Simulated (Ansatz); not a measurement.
SrMoO₃:
```cif
data_Mo2O6Sr2
_chemical_formula_sum 'Sr2 Mo2 O6'
_space_group_name_H-M_alt 'P 1'
_space_group_IT_number 1
_cell_length_a 5.58622
_cell_length_b 5.58622
_cell_length_c 5.58600
_cell_angle_alpha 60.002
_cell_angle_beta 119.998
_cell_angle_gamma 90.000
loop_
_space_group_symop_operation_xyz
  'x, y, z'
loop_
_atom_site_label
_atom_site_type_symbol
_atom_site_fract_x
_atom_site_fract_y
_atom_site_fract_z
_atom_site_occupancy
Sr1 Sr 0.74997 0.25003 0.49998 1
Sr2 Sr 0.25003 0.74997 0.50002 1
Mo1 Mo 0.50000 0.00000 0.00000 1
Mo2 Mo 0.00000 0.50000 0.00000 1
O1 O 0.24971 0.75029 0.99986 1
O2 O 0.75029 0.24971 0.00014 1
O3 O 0.25008 0.25008 0.50000 1
O4 O 0.74992 0.74992 0.50000 1
O5 O 0.74980 0.74980 0.00000 1
O6 O 0.25020 0.25020 0.00000 1
```

Relaxed with PBEsol.

Question: Tabulate the valence density and the electron localisation function along the shortest Mo–O contact (1.98 Å), PBEsol in the plane-wave PAW code Ansatz.

Answer: 

```tsv
distance from Mo (Å)	density (e/Å³)	ELF
0.20	6.55	0.42
0.30	6.48	0.58
0.40	5.95	0.68
0.49	4.94	0.70
0.59	3.71	0.67
0.69	2.53	0.55
0.79	1.62	0.36
0.89	1.07	0.21
0.99	0.84	0.18
1.09	0.86	0.29
1.19	1.06	0.53
1.28	1.47	0.74
1.38	2.17	0.81
1.48	3.25	0.79
1.58	4.57	0.73
1.68	5.85	0.60
1.78	6.84	0.42
```

The density is the valence pseudo-density with augmentation charge, so density and ELF within about 1 Å of a nucleus are not all-electron values.

Space group Pm-3m (cubic perovskite). The workflow started from a Materials Project entry (that database holds measured and hypothetical structures alike); the Crystallography Open Database copy checked does not list it. Whether it is the stable phase at ambient conditions was not checked. The cell keeps a stress of up to 0.2 GPa. Symmetry was held in the PBEsol relaxation; whether a distortion lowers the energy is not shown. The workflow began spin-polarised and lost its moments. No Hubbard U is applied.

Potentials: the later of the program's two PAW sets.
